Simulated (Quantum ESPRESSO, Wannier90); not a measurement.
## Wannier functions of BeTe (zinc blende)

Materials Project entry mp-252; symmetrised, unrelaxed at this level. COD (Crystallography Open Database) has an entry of this formula and space group (matched by these alone). Level: PBE, no spin polarisation, no spin-orbit coupling; pw.x of Quantum ESPRESSO at 71 Ry with PseudoDojo potentials, 10×10×10 k-points, Wannier90. Density: 10×10×10 mesh, cold smearing 0.01 Ry. Spin-orbit coupling is left out although heavy elements are present.

```
begin unit_cell_cart
ang
    0.0000000000    2.8314600000    2.8314600000
    2.8314600000    0.0000000000    2.8314600000
    2.8314600000    2.8314600000    0.0000000000
end unit_cell_cart
mp_grid = 10 10 10
```

Neighbour vectors b of the finite-difference formula (Å⁻¹), by shell:

```csv
shell,b_x,b_y,b_z
1,0.11095,0.11095,-0.11095
1,0.11095,-0.11095,0.11095
1,-0.11095,0.11095,0.11095
1,0.11095,0.11095,0.11095
1,-0.11095,-0.11095,0.11095
1,-0.11095,0.11095,-0.11095
1,0.11095,-0.11095,-0.11095
1,-0.11095,-0.11095,-0.11095
```

Find the weights w_b from the completeness condition Σ_b w_b b_α b_β = δ_αβ.

Shell 1: Σ b_x² = 0.098, Σ b_y² = 0.098, Σ b_z² = 0.098 Å⁻²
Each of the three diagonal sums, weighted, has to give 1 and the off-diagonal ones 0, which holds for w_1 = 10.2 Å². Check on xx: 10.15×0.098 = 0.99.

On this mesh the 4 functions of bands 7-10 (valence bands; start: s functions at the bond centres, conv_tol = 1.0e-6) end with spreads 1.9710, 1.9710, 1.9710, 1.9710 Å², Ω_I = 7.1775 Å² and Ω_D = 0.0011 Å².

Ω_total is the sum of the spreads, 7.884 Å². Ω_OD = Ω_total − Ω_I − Ω_D = 0.705 Å². Only (Ω_D + Ω_OD)/Ω_total = 9.0 % depends on the gauge, and another start could lower the total by that share at most. The rms radius is √(Ω_total/4) = 1.40 Å.
